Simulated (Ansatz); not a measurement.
**ZrBr: what symmetry allows forces and stress to be**

```
Zr Br
1.0
     3.47629    0.00000    0.00000
    -1.73814    3.01055    0.00000
     0.00000    0.00000    9.15320
Zr Br
2 2
Cartesian
  1.7381 1.0035 5.7718
  0.0000 2.0070 3.5607
  1.7381 1.0035 1.5926
  0.0000 2.0070 7.3814
```

The calculation used DFT PBEsol, scalar-relativistic, plane waves, PAW (Ansatz 0.2.0).

Settings: cutoff 420 eV, Γ-centred mesh 12×12×4 on the computed 4-atom cell, Gaussian smearing of 0.10 eV; no spin polarisation.

This distorted cell has space group P3m1, with 6 operations.

Task: Without a calculation: in which directions can each atom feel a force?

Result: A force must be left unchanged by every operation that keeps its atom in place, so it lies in the space that those operations leave fixed. Atoms that the group maps onto each other feel forces of one size.
```
atom site symmetry operations at the site equivalent to atom allowed force (Cartesian)
 Zr1            3m.                       6                   1   along (0.00, 0.00, 1.00)
 Zr2            3m.                       6                   2   along (0.00, 0.00, 1.00)
 Br3            3m.                       6                   3   along (0.00, 0.00, 1.00)
 Br4            3m.                       6                   4   along (0.00, 0.00, 1.00)
```

That leaves 4 independent force components of 12, tied by 1 condition that the forces sum to zero, so 3 remain. A relaxation in this cell that keeps the symmetry moves the atoms in these directions alone.

Task: And the stress tensor?

Result: It must be invariant under the point group, which leaves 2 independent components: yz, xz, xy vanish; xx = yy.

Task: Do the computed values obey this?

Result: Yes. Forces (eV/Å):
```
Zr1  0.000  0.000 -0.888
Zr2  0.000  0.000 -2.261
Br3  0.000  0.000  0.308
Br4  0.000  0.000  2.841
```

Stress (GPa, compression positive, xx yy zz yz xz xy): 1.27 1.27 14.37 0.00 0.00 0.00. The program imposes the same operations on density, forces and stress, so this confirms the analysis and is no independent test of the calculation.

The cell holds layers, and where no dispersion correction was added their binding is poorly described.